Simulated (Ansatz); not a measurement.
Cu Kα1 powder pattern (kinematic, no thermal factors).
```json
{"2θ (°)": "14.98", "relative intensity": "64"}
{"2θ (°)": "19.41", "relative intensity": "47"}
{"2θ (°)": "21.33", "relative intensity": "1"}
{"2θ (°)": "22.95", "relative intensity": "38"}
{"2θ (°)": "27.51", "relative intensity": "23"}
{"2θ (°)": "30.22", "relative intensity": "11"}
{"2θ (°)": "31.53", "relative intensity": "100"}
{"2θ (°)": "31.58", "relative intensity": "14"}
{"2θ (°)": "36.12", "relative intensity": "20"}
{"2θ (°)": "38.28", "relative intensity": "15"}
{"2θ (°)": "38.43", "relative intensity": "7"}
{"2θ (°)": "39.40", "relative intensity": "6"}
{"2θ (°)": "40.30", "relative intensity": "34"}
{"2θ (°)": "43.44", "relative intensity": "9"}
{"2θ (°)": "45.23", "relative intensity": "6"}
{"2θ (°)": "46.08", "relative intensity": "9"}
{"2θ (°)": "46.88", "relative intensity": "6"}
{"2θ (°)": "49.49", "relative intensity": "6"}
{"2θ (°)": "49.69", "relative intensity": "10"}
{"2θ (°)": "51.19", "relative intensity": "9"}
{"2θ (°)": "51.31", "relative intensity": "7"}
{"2θ (°)": "52.05", "relative intensity": "24"}
{"2θ (°)": "53.08", "relative intensity": "3"}
{"2θ (°)": "55.22", "relative intensity": "1"}
{"2θ (°)": "56.80", "relative intensity": "4"}
{"2θ (°)": "57.63", "relative intensity": "6"}
{"2θ (°)": "58.56", "relative intensity": "3"}
{"2θ (°)": "60.57", "relative intensity": "6"}
{"2θ (°)": "60.74", "relative intensity": "20"}
{"2θ (°)": "60.88", "relative intensity": "2"}
{"2θ (°)": "62.06", "relative intensity": "3"}
{"2θ (°)": "62.17", "relative intensity": "3"}
{"2θ (°)": "62.85", "relative intensity": "3"}
{"2θ (°)": "63.50", "relative intensity": "4"}
{"2θ (°)": "63.73", "relative intensity": "4"}
{"2θ (°)": "65.82", "relative intensity": "4"}
{"2θ (°)": "65.95", "relative intensity": "1"}
{"2θ (°)": "67.81", "relative intensity": "21"}
{"2θ (°)": "67.84", "relative intensity": "2"}
{"2θ (°)": "70.55", "relative intensity": "2"}
{"2θ (°)": "70.83", "relative intensity": "3"}
{"2θ (°)": "72.02", "relative intensity": "4"}
{"2θ (°)": "72.27", "relative intensity": "9"}
{"2θ (°)": "73.27", "relative intensity": "6"}
{"2θ (°)": "73.48", "relative intensity": "2"}
{"2θ (°)": "75.29", "relative intensity": "2"}
{"2θ (°)": "76.64", "relative intensity": "2"}
{"2θ (°)": "77.72", "relative intensity": "1"}
{"2θ (°)": "79.93", "relative intensity": "3"}
{"2θ (°)": "80.08", "relative intensity": "5"}
{"2θ (°)": "80.20", "relative intensity": "3"}
{"2θ (°)": "81.26", "relative intensity": "2"}
{"2θ (°)": "81.35", "relative intensity": "1"}
{"2θ (°)": "81.96", "relative intensity": "2"}
{"2θ (°)": "82.76", "relative intensity": "3"}
{"2θ (°)": "84.78", "relative intensity": "1"}
{"2θ (°)": "85.91", "relative intensity": "2"}
{"2θ (°)": "86.15", "relative intensity": "6"}
{"2θ (°)": "86.52", "relative intensity": "1"}
{"2θ (°)": "86.88", "relative intensity": "2"}
{"2θ (°)": "87.10", "relative intensity": "4"}
{"2θ (°)": "89.20", "relative intensity": "7"}
{"2θ (°)": "89.32", "relative intensity": "1"}
```

The pattern is computed from a structure relaxed with Ansatz 0.2.0, DFT PBE, scalar-relativistic, plane waves, PAW. No spin polarisation. Its elements are Bi, Sr.

Question: Give the structure.

Answer: Sr3Bi.
Space group R32:H (No. 155). a = 7.746 Å, b = 7.746 Å, c = 12.488 Å, α = 90.00°, β = 90.00°, γ = 120.00°
| atom | site | symmetry | x | y | z |
| --- | --- | --- | --- | --- | --- |
| Sr | 9e | .2 | 0.3333 | 0.3468 | 0.1667 |
| Bi | 3a | 32 | 0.0000 | 0.0000 | 0.0000 |

A pattern alone doesn't exclude other cells with like lines; this is the one computed.

Another cell of Sr3Bi relaxed alike, in P-6m2, lies 29 meV/atom lower, so this cell isn't the stable form at this level.

The cell was found from a structure generator's guess, not taken from experiment.
